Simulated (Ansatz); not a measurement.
**FeSe$_{2}$: constraining the magnetisation**

System: FeSe$_{2}$, an experimental structure (space group Pnnm); the cell holds 6 atoms. Source: COD entry 9017436; the sample's temperature and pressure aren't taken into account, and it need not be the stable phase.

```
Fe Se
1.0
     4.78850    0.00000    0.00000
     0.00000    5.77820    0.00000
     0.00000    0.00000    3.58210
Fe Se
2 4
Direct
  0.00000 0.00000 0.00000
  0.50000 0.50000 0.50000
  0.21480 0.36920 0.00000
  0.78520 0.63080 0.00000
  0.71480 0.13080 0.50000
  0.28520 0.86920 0.50000
```

Site labels below count the atoms in this order, from 1.

These are results of Ansatz development build ahead of 0.2.0, DFT, r2SCAN, PAW, plane waves, scalar-relativistic, not measurements.

```json
{
 "Plane-wave cutoff": "500 eV",
 "k-point mesh": "5×4×6 (Γ-centred)",
 "Occupations": "Fermi–Dirac smearing, 0.05 eV"
}
```

Site moments are integrals over atomic spheres and don't add up to the total.

For a metal this mesh leaves errors of several meV/atom.

Each run fixes N↑ − N↓ and starts with that moment spread in parallel over the Fe atoms; no search for lower states follows. F is the free energy per cell, and F(lowest) that of the lowest run, the runs with a free moment included. Each row is one local solution, which need not be the lowest state at that M. The run at M = 0 starts without moments and gives the spin-unpolarised solution; a state with cancelling moments wasn't tried, and may lie lower. The program warns that the SCF threshold is loose for stress, so pressures can be off by 0.1 GPa or more.

The run at M = 6.00 μB took 65 s on 2 threads of Arm Neoverse V2, on a shared host, peak memory 0.82 GiB.

| fixed M (μB/cell) | F − F(lowest) (meV/cell) | moments of Fe1 Fe2 Se3 Se4 Se5 Se6 (μB) | absolute moment (μB) | pressure (GPa) |
| --- | --- | --- | --- | --- |
| 0.00 | 0 | 0.00 0.00 0.00 0.00 0.00 0.00 | 0.00 | -0.5 |
| 2.00 | 741 | 1.20 1.20 -0.06 -0.06 -0.06 -0.06 | 2.95 | 4.7 |
| 4.00 | 930 | 2.09 2.09 -0.05 -0.05 -0.05 -0.05 | 4.74 | 12.3 |
| 6.00 | 1601 | 2.78 2.78 0.03 0.03 0.03 0.03 | 6.21 | 19.4 |
| 8.00 | 2703 | 3.27 3.27 0.18 0.18 0.18 0.18 | 8.01 | 27.0 |
| 10.00 | 4492 | 3.57 3.57 0.37 0.37 0.37 0.37 | 10.01 | 34.5 |

The lowest fixed-moment run is the one at M = 0.00 μB (0 meV). With the constraint released: “parallel moments, free total moment [Fe1 4.00, Fe2 4.00 μB]” ends at 0.00 μB, 0 meV; “parallel moments scaled by 0.1, free total moment [Fe1 0.40, Fe2 0.40 μB]” ends at 0.00 μB, 0 meV. The M = 0 row needn't join the curve of the others.
